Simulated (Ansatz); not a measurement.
AlN (wurtzite, P6_3mc), PBE (plane waves, PAW; program Ansatz). The conduction-band minimum lies at Γ, with 1 equivalent valley. Second derivatives d²E/dk² of the lowest band at one valley (eV·Å²), along Cartesian directions:

```tsv
direction	d²E/dk²
[100]	25.76
[010]	25.76
[001]	27.03
[110]	25.76
[101]	26.40
[011]	26.40
```

Q: Find the principal effective masses, the density-of-states mass and the conductivity mass.

A: Off-diagonal terms follow from H_xy = H[110] − (H_xx + H_yy)/2, and m*/mₑ = 7.620 eV·Å² over each eigenvalue: 0.28, 0.30, 0.30. One valley's DOS mass (m₁m₂m₃)^(1/3) = 0.29, conductivity mass 3/(Σ 1/mᵢ) = 0.29 mₑ.

Q: What effective density of states Nc follows at 300 K for parabolic valleys?

A: Nc = 2.509e19 × 1 × (0.29)^(3/2) ≈ 3.9e18 cm⁻³.

Symmetry was held in the PBE relaxation.

Potentials: the earlier of the program's two PAW sets.

Edges and masses are those of Kohn–Sham bands, whose gap is no quasiparticle gap.
